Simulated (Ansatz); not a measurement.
Space group Fm-3m (No. 225). a = 6.359 Å, b = 6.359 Å, c = 6.359 Å, α = 90.00°, β = 90.00°, γ = 90.00°
```json
{"atom": "Mg", "site": "8c", "symmetry": "-43m", "x": "0.2500", "y": "0.7500", "z": "0.7500"}
{"atom": "Fe", "site": "4a", "symmetry": "m-3m", "x": "0.0000", "y": "0.0000", "z": "0.0000"}
{"atom": "H", "site": "24e", "symmetry": "4m.m", "x": "0.2430", "y": "0.0000", "z": "0.0000"}
```

Equation of state of this Mg2FeH6 structure (not necessarily the ground state), with shape and atoms relaxed at each volume where symmetry leaves them free. These are results of DFT r2SCAN, scalar-relativistic, plane waves, PAW (Ansatz), not measurements.

Cutoff 500 eV; k points 8×8×8 on the computed 9-atom cell (Γ-centred); Gaussian smearing, width 0.02 eV; no spin polarisation.

```json
{"V (Å³/atom)": "6.714", "E − E(largest V) (meV/atom)": "1.30", "P (GPa)": "5.93", "gap on mesh (eV)": "2.54"}
{"V (Å³/atom)": "6.929", "E − E(largest V) (meV/atom)": "-4.45", "P (GPa)": "2.75", "gap on mesh (eV)": "2.51"}
{"V (Å³/atom)": "7.143", "E − E(largest V) (meV/atom)": "-6.24", "P (GPa)": "-0.01", "gap on mesh (eV)": "2.48"}
{"V (Å³/atom)": "7.357", "E − E(largest V) (meV/atom)": "-4.60", "P (GPa)": "-2.39", "gap on mesh (eV)": "2.45"}
{"V (Å³/atom)": "7.572", "E − E(largest V) (meV/atom)": "0.00", "P (GPa)": "-4.45", "gap on mesh (eV)": "2.42"}
```

**Question.** Fit a third-order Birch–Murnaghan equation to E(V).

**Answer.** V0 = 7.14 Å³/atom, B0 = 85 GPa, B0' = 3.8.